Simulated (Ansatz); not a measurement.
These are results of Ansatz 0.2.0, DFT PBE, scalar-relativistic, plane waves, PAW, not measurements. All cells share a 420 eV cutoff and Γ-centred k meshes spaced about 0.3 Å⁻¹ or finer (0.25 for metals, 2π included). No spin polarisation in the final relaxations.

All energies are static (0 K, no zero-point motion). All come from trial cells, and lower structures may exist.

Question: These unrelaxed guesses for Nb₂PdSe₄ are each relaxed within their symmetry. Order them by the energy at which they end, lowest first.
A.

```
CELL_PARAMETERS angstrom
5.95105 0.00000 0.00000
0.00000 3.52932 0.00000
-0.03767 0.00000 7.75140
ATOMIC_POSITIONS crystal
Nb 0.00000 0.50000 0.50000
Nb 0.50000 0.00000 0.50000
Pd 0.50000 0.00000 0.00000
Se 0.16218 0.00000 0.32546
Se 0.66328 0.50000 0.32518
Se 0.33672 0.50000 0.67482
Se 0.83782 0.00000 0.67454
```

B.

```
CELL_PARAMETERS angstrom
3.55000 0.00000 0.00000
-1.77500 3.07439 0.00000
0.00000 0.00000 13.98000
ATOMIC_POSITIONS crystal
Nb 0.00000 0.00000 0.25000
Nb 0.00000 0.00000 0.75000
Pd 0.00000 0.00000 0.00000
Se 0.33333 0.66667 0.13000
Se 0.33333 0.66667 0.37000
Se 0.66667 0.33333 0.63000
Se 0.66667 0.33333 0.87000
```

C.

```
CELL_PARAMETERS angstrom
13.98000 0.00000 0.00000
0.00000 3.55000 0.00000
0.00000 0.00000 6.15000
ATOMIC_POSITIONS crystal
Nb 0.25000 0.00000 0.00000
Nb 0.25000 0.50000 0.50000
Nb 0.75000 0.00000 0.00000
Nb 0.75000 0.50000 0.50000
Pd 0.50000 0.00000 0.00000
Pd 0.00000 0.00000 0.00000
Se 0.13000 0.00000 0.33330
Se 0.37000 0.00000 0.33330
Se 0.37000 0.50000 0.83330
Se 0.13000 0.50000 0.83330
Se 0.63000 0.00000 0.66670
Se 0.87000 0.00000 0.66670
Se 0.63000 0.50000 0.16670
Se 0.87000 0.50000 0.16670
```

D.

```
CELL_PARAMETERS angstrom
7.49500 -1.80000 0.00000
7.49500 1.80000 0.00000
-2.56125 0.00000 5.64624
ATOMIC_POSITIONS crystal
Nb 0.74000 0.74000 0.72000
Nb 0.26000 0.26000 0.28000
Pd 0.00000 0.00000 0.00000
Se 0.12000 0.12000 0.45000
Se 0.88000 0.88000 0.55000
Se 0.36500 0.36500 0.02500
Se 0.63500 0.63500 0.97500
```

Answer: C (ends in Pmma, 0 meV/atom), D (ends in C2/m, 23 meV/atom), B (ends in P-3m1, 47 meV/atom), A (ends in P2/m, 82 meV/atom).

No dispersion correction is applied, so the spacing and binding between layers, chains or molecules are poorly described (P-3m1), and this can change margins and order among such cells. With atoms moved at random, Pmma, C2/m and P-3m1 came back. Without a clear test, and held by symmetry: P2/m. Some candidate types were left out of the draw beforehand, so a known form may be missing.
